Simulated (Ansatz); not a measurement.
## Several inputs for CaSiO3

Cell: a COD entry, ions relaxed with PBE at fixed cell.

Space group P-1 (No. 2); a = 6.6501, b = 6.6970, c = 9.2986 Å, α = 69.58°, β = 83.46°, γ = 76.23°.

| site | Wyckoff | site symmetry | x | y | z |
| --- | --- | --- | --- | --- | --- |
| Ca1 | 2i | 1 | 0.7372 | 0.7565 | 0.0003 |
| Ca3 | 2i | 1 | 0.5743 | 0.9205 | 0.3356 |
| Ca5 | 2i | 1 | 0.9117 | 0.2679 | 0.3519 |
| Si7 | 2i | 1 | 0.4570 | 0.4763 | 0.3017 |
| Si9 | 2i | 1 | 0.2287 | 0.7256 | 0.0156 |
| Si11 | 2i | 1 | 0.1065 | 0.8366 | 0.2948 |
| O13 | 2i | 1 | 0.5452 | 0.2276 | 0.4046 |
| O15 | 2i | 1 | 0.6402 | 0.6114 | 0.2637 |
| O17 | 2i | 1 | 0.3623 | 0.4918 | 0.1375 |
| O19 | 2i | 1 | 0.1125 | 0.6565 | 0.9044 |
| O21 | 2i | 1 | 0.3725 | 0.9007 | 0.9399 |
| O23 | 2i | 1 | 0.0432 | 0.8081 | 0.1358 |
| O25 | 2i | 1 | 0.9113 | 0.8811 | 0.4080 |
| O27 | 2i | 1 | 0.2332 | 0.0280 | 0.2573 |
| O29 | 2i | 1 | 0.2529 | 0.5937 | 0.3889 |

One atom of each set is listed.

Reference run. Method: Kohn–Sham DFT in Ansatz, PBE, plane waves and PAW, scalar-relativistic, 420 eV cutoff, Γ-centred 3×3×3 k-points, Fermi–Dirac smearing 0.02 eV.

It gives V_zz (10²¹ V/m²) O17 7.22 (η 0.73), Si9 -4.32 (η 0.93), Ca5 -4.17 (η 0.95), among others. Each of these runs changes the input as listed (caps on SCF iterations aside):

A. scf.lower_state_search: not typed → light
B. basis.ecutwfc: not typed → 14.7 Ry

(1) Which of these changes matter for the gradients?

Results:

(1) 

```csv
run,O17 V_zz (η),Si9 V_zz (η),Ca5 V_zz (η),"largest change of a gradient tensor, all atoms",note
A,7.22 (0.73),-4.32 (0.93),-4.17 (0.95),0.00,converged
B,5.51 (0.72),-4.30 (0.97),-3.97 (0.92),1.71,converged; cutoff below the recommended one
```

Run B moves them most, on O17 (V_zz from 7.22 to 5.51); against its own size the tensor moves most on O29 among sites above 0.3 (by 1.65, V_zz from 6.93 to 5.27).
